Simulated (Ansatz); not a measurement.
Relaxed-ion elastic tensor of Li (hcp (Mg type), P6_3/mmc) in GPa (Voigt order), the program Ansatz at the LDA level (PAW); density 0.61 g/cm³, 18.96 Å³ per atom.

```
23.2  14.2   7.4   0.0   0.0   0.0
14.2  23.2   7.4   0.0   0.0   0.0
 7.4   7.4  30.8   0.0   0.0   0.0
 0.0   0.0   0.0   5.2   0.0   0.0
 0.0   0.0   0.0   0.0   5.2   0.0
 0.0   0.0   0.0   0.0   0.0   4.5
```

Question: Is the crystal mechanically stable?

Answer: Yes: the smallest eigenvalue of C is 4.5 GPa.

Question: Work out the Voigt, Reuss and Hill averages.

Answer: K_V = 15.0, K_R = 15.0, K_H = 15.0; G_V = 6.2, G_R = 5.5, G_H = 5.8 GPa.

Question: Give Young's modulus, Poisson's ratio, Pugh's ratio and the universal anisotropy index.

Answer: E = 9KG/(3K + G) = 15.5 GPa; ν = 0.33; K/G = 2.58 (ductile by the Pugh limit of 1.75); A_U = 5G_V/G_R + K_V/K_R − 6 = 0.68.

Question: Estimate the sound speeds and the Debye temperature.

Answer: v_l = √((K + 4G/3)/ρ) = 6120 m/s, v_t = √(G/ρ) = 3100 m/s, mean 3470 m/s; Θ = (h/k)(3n/4πV)^(1/3) v_m = 388 K.

Question: How much does each axis shrink under pressure?

Answer: Linear compressibilities β_i = Σ_j S_ij (j = 1 to 3): x 22, y 22, z 22 per TPa.

The first step of the workflow began from a Materials Project structure, measured or hypothetical; the Crystallography Open Database files this formula in space group No. 194, but the cells were not matched. It is not the phase usual at ambient conditions (space group No. 229). Symmetry was held in the LDA relaxation; whether a distortion lowers the energy is not shown. As this level gives no gap, shear constants depend on the k-mesh and smearing (Fermi–Dirac, 0.1 eV here).

Potentials: the earlier of the program's two PAW sets. The files were generated under PBE; for other functionals the program regenerates the frozen cores, and for LDA and PBEsol the local potential too.
